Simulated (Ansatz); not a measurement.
CaF₂ in space group P6_3/mmc (No. 194; Ca on 2c, F on 4f), r²SCAN (plane waves, PAW; program Ansatz). The conduction-band minimum lies at Γ, with 1 equivalent valley. Second derivatives d²E/dk² of the lowest band at one valley (eV·Å²), along Cartesian directions:

```json
[
 {"direction": "[100]", "d²E/dk²": "14.14"},
 {"direction": "[010]", "d²E/dk²": "14.14"},
 {"direction": "[001]", "d²E/dk²": "9.717"},
 {"direction": "[110]", "d²E/dk²": "14.14"},
 {"direction": "[101]", "d²E/dk²": "11.93"},
 {"direction": "[011]", "d²E/dk²": "11.93"}
]
```

**Question.** Find the principal effective masses, the density-of-states mass and the conductivity mass.

**Answer.** Off-diagonal terms follow from H_xy = H[110] − (H_xx + H_yy)/2, and m*/mₑ = 7.620 eV·Å² over each eigenvalue: 0.54, 0.54, 0.78. One valley's DOS mass (m₁m₂m₃)^(1/3) = 0.61, conductivity mass 3/(Σ 1/mᵢ) = 0.60 mₑ.

**Question.** What effective density of states Nc follows at 300 K for parabolic valleys?

**Answer.** Nc = 2.509e19 × 1 × (0.61)^(3/2) ≈ 1.2e19 cm⁻³.

The start of the workflow was typed in or built on a structure type; neither database checked (COD, Materials Project) lists it. It is not the phase usual at ambient conditions (space group No. 225). The cell was relaxed with r²SCAN under the symmetry of its start; its stability against distortions is not shown here.

Potentials: the earlier of the program's two PAW sets.

Edges and masses are those of Kohn–Sham bands, whose gap is no quasiparticle gap.
